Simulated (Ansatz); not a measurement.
# Nb₂C: from a starting cell to a relaxed one

The relaxed structure here is a generated cell of Nb2C: the first start was made by placing the elements on the sites of a structure type, and the end was not matched to a known phase here, so it may be hypothetical.

The start is a generated trial cell of Nb2C in the AFLOW prototype A2B_hP9_150_ef_bd (C22, as in Fe2P). Cell shape, volume and atoms are optimised at zero target pressure with PBE (plane waves to 420 eV, PAW, scalar-relativistic; Ansatz, an electronic-structure program). First-step values are on the input's coarse k-mesh.

Ansatz input (later rounds restart from its end on a renewed k-mesh):
Ansatz 0.2 input:
```yaml
crystal:
  lattice:
    - [6.3130178, 0, 0]
    - [-3.1565089, 5.4672338, 0]
    - [0, 0, 3.7230618]
  atoms:
    - { symbol: Nb, position: [0.26, 0, 0] }
    - { symbol: Nb, position: [0, 0.26, 0] }
    - { symbol: Nb, position: [0.74, 0.74, 0] }
    - { symbol: Nb, position: [0.6, 0, 0.5] }
    - { symbol: Nb, position: [0, 0.6, 0.5] }
    - { symbol: Nb, position: [0.4, 0.4, 0.5] }
    - { symbol: C, position: [0, 0, 0.5] }
    - { symbol: C, position: [0.33333333, 0.66666667, 0.875] }
    - { symbol: C, position: [0.66666667, 0.33333333, 0.125] }
basis: { ecutwfc: 420, ecutrho_ratio: 4, xc_grid: 2, fft_grid_basis: typed }
kpoints: { mp_grid: { grid: [4, 4, 6] } }
hamiltonian:
  xc: pbe
  dispersion: none
  pseudopotentials: { kind: paw }
scf: { occupations: { method: fermi_dirac, width: 0.05 } }
relax: { f_tol: 0.01, max_steps: 100, cell: { stress_tol: 0.02 } }
output: { forces: true, stress: true }
```

- Initial pressure = -12 GPa (negative: the cell is under tension)
- Largest initial force = about 0.5 eV/Å, on C8, C9 (atoms numbered as listed)
- Outcome = The space group goes from P321 (No. 150) to P-62m (No. 189); the end is AFLOW prototype A2B_hP9_189_fg_bc (C22, as in Fe2P), with 9 atoms in the primitive cell
- Energy released = 0.20 eV/atom
- Volume change = -7.8 %, from 14.28 to 13.17 Å³/atom
- Shortest distances (start → end) = The closest pairs of elements (up to four, under 3.6 Å), start → end: C–Nb 2.38 → 2.31 Å; Nb–Nb 2.84 → 2.68 Å; C–C 3.72 → 3.23 Å
- Optimiser moves = 15

Final structure:

Space group P-62m (No. 189); a = b = 6.508 Å, c = 3.230 Å, α = β = 90.00°, γ = 120.00°

```csv
atom,site,symmetry,x,y,z
Nb,3f,m2m,0.0000,0.2538,0.0000
Nb,3g,m2m,0.4177,0.4177,0.5000
C,1b,-62m,0.0000,0.0000,0.5000
C,2c,-6..,0.3333,0.6667,0.0000
```

Final values are on a 8×8×14 k-mesh of the relaxed cell. No spin polarisation in the result.

The run could not lose the symmetry of its start, so the end can be a saddle point.
